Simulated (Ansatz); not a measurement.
Consider the following.

Ti$_{5}$As$_{3}$:
Space group Pnma (No. 62); a = 9.8087 Å, b = 7.7311 Å, c = 6.7383 Å, α = 90.00°, β = 90.00°, γ = 90.00°

```json
[
 {"atom": "Ti", "site": "8d", "symmetry": "1", "x": "0.0610", "y": "0.0522", "z": "0.8009"},
 {"atom": "Ti", "site": "4c", "symmetry": ".m.", "x": "0.2311", "y": "0.2500", "z": "0.1697"},
 {"atom": "Ti", "site": "4c", "symmetry": ".m.", "x": "0.0017", "y": "0.2500", "z": "0.4704"},
 {"atom": "Ti", "site": "4c", "symmetry": ".m.", "x": "0.2093", "y": "0.7500", "z": "0.1586"},
 {"atom": "As", "site": "4c", "symmetry": ".m.", "x": "0.4811", "y": "0.2500", "z": "0.4161"},
 {"atom": "As", "site": "8d", "symmetry": "1", "x": "0.1751", "y": "0.5093", "z": "0.4282"}
]
```

This is the r²SCAN-relaxed structure.

Question: All from DFT-r²SCAN in the program Ansatz with PAW potentials, unless another level is named. Predict the electronic character.

Answer: metallic (no gap).

Question: What about the density of states at the Fermi level?

Answer: 0.73 states/eV per atom (mean over ±0.08 eV).

The workflow started from a Materials Project entry (that database holds measured and hypothetical structures alike); the Crystallography Open Database copy checked does not list it. Whether it is the stable phase at ambient conditions was not checked. The r²SCAN relaxation kept the symmetry of its start; whether a distortion lowers the energy is not shown. The run is not spin-polarised. Scalar-relativistic: spin–orbit coupling is off unless named, which matters more the heavier the elements.

Potentials: the later of the program's two PAW sets.
